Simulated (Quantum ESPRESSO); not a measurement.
pw.x input (Quantum ESPRESSO 7.5; LDA, PseudoDojo standard norm-conserving files, scalar-relativistic):

```
&CONTROL
  calculation = 'scf'
  pseudo_dir = './pseudo'
  outdir = './out'
  tprnfor = .true.
  tstress = .true.
/
&SYSTEM
  ibrav = 0
  nat = 5
  ntyp = 3
  ecutwfc = 84.0
  ecutrho = 336.0
  occupations = 'smearing'
  smearing = 'fd'
  degauss = 0.002
  nbnd = 36
/
&ELECTRONS
  conv_thr = 5e-10
/
ATOMIC_SPECIES
Mg 24.3050 Mg.upf
Sr 87.6200 Sr.upf
Bi 208.9804 Bi.upf
CELL_PARAMETERS angstrom
  4.829710194000   0.000000000000   0.000000000000
 -2.414855097000   4.182651721000   0.000000000000
  0.000000000000   0.000000000000   7.982890000000
ATOMIC_POSITIONS crystal
Mg   0.666666667000   0.333333333000   0.375040000000
Mg   0.333333333000   0.666666667000   0.624960000000
Sr   0.000000000000   0.000000000000   0.000000000000
Bi   0.666666667000   0.333333333000   0.746730000000
Bi   0.333333333000   0.666666667000   0.253270000000
K_POINTS automatic
6 6 4 0 0 0
```

End of the output:

```
     total energy              =    -632.59159091 Ry
     estimated scf accuracy    <          9.7E-09 Ry
     total energy              =    -632.59159091 Ry
     estimated scf accuracy    <          1.5E-09 Ry
[...]
     the Fermi energy is     7.2640 ev
!    total energy              =    -632.59159091 Ry
     estimated scf accuracy    <          1.6E-10 Ry
     smearing contrib. (-TS)   =      -0.00000090 Ry
     internal energy E=F+TS    =    -632.59159001 Ry
     The total energy is F=E-TS. E is the sum of the following terms:
     one-electron contribution =    -347.36450481 Ry
     hartree contribution      =     185.70351019 Ry
     xc contribution           =    -132.07515709 Ry
     ewald contribution        =    -338.85543830 Ry
     convergence has been achieved in  10 iterations
     Forces acting on atoms (cartesian axes, Ry/au):
     atom    1 type  1   force =     0.00000000    0.00000000   -0.00160703
     atom    2 type  1   force =    -0.00000000    0.00000000    0.00160703
     atom    3 type  2   force =     0.00000000   -0.00000000    0.00000000
     atom    4 type  3   force =     0.00000000    0.00000000    0.00088909
     atom    5 type  3   force =    -0.00000000   -0.00000000   -0.00088909
     Total force =     0.002597     Total SCF correction =     0.000112
     Computing stress (Cartesian axis) and pressure
          total   stress  (Ry/bohr**3)                   (kbar)     P=      -21.94
  -0.00014984   0.00000000  -0.00000000          -22.04        0.00       -0.00
   0.00000000  -0.00014984  -0.00000000            0.00      -22.04       -0.00
  -0.00000000  -0.00000000  -0.00014779           -0.00       -0.00      -21.74
```
In a gapped system the printed Fermi energy is only some level inside the gap.

Spin-orbit coupling is not included.

Geometry of the Materials Project entry, not relaxed at this level.
